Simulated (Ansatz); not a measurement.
Stackings of close-packed layers of Nb (one atom a layer), each relaxed to a stress under 0.05 GPa; h and k mark layers whose two neighbours have the same or different letters; energies count from the stacking AB (P6_3/mmc).

Method: DFT PBEsol, scalar-relativistic, plane waves, PAW (Ansatz).

Cutoff 420 eV, Gaussian smearing of 0.10 eV, energies at zero smearing, symmetry of each start kept, no spin polarisation.

```tsv
start	atoms	k mesh	excess energy (meV/atom)	excess energy on a denser mesh (meV/atom)	spacing of like layers (Å)	a (Å)	denser mesh
ABC (kkk)	3	18×18×7	7.6	8.1	2.604	2.832	30×30×14
ABAC (khkh)	4	18×18×5	-8.7	-7.5	2.604	2.827	30×30×10
ABCACB (hkkhkk)	6	18×18×4	-	-0.6	2.603	2.830	30×30×8
ABABCBCAC (khhkhhkhh)	9	18×18×3	-4.5	-4.8	2.603	2.828	30×30×6
ABACABCB (hhkhkkhk)	8	18×18×3	-3.1	-	2.604	2.828	-
ABCACBCBCB (hkkhkhhhhk)	10	18×18×2	-	-	2.602	2.829	-
```

Zero in every row: gap on the mesh (eV).

Small energy differences in metals hang on the k mesh (about 10 mJ/m² or 1 to 2 meV/atom on the mesh of the relaxation).

The reference crystal is a form of Nb, which isn't its usual structure.

Cost: 6 runs of about 22 core-minutes in all, on Arm Neoverse V1 (shared hosts).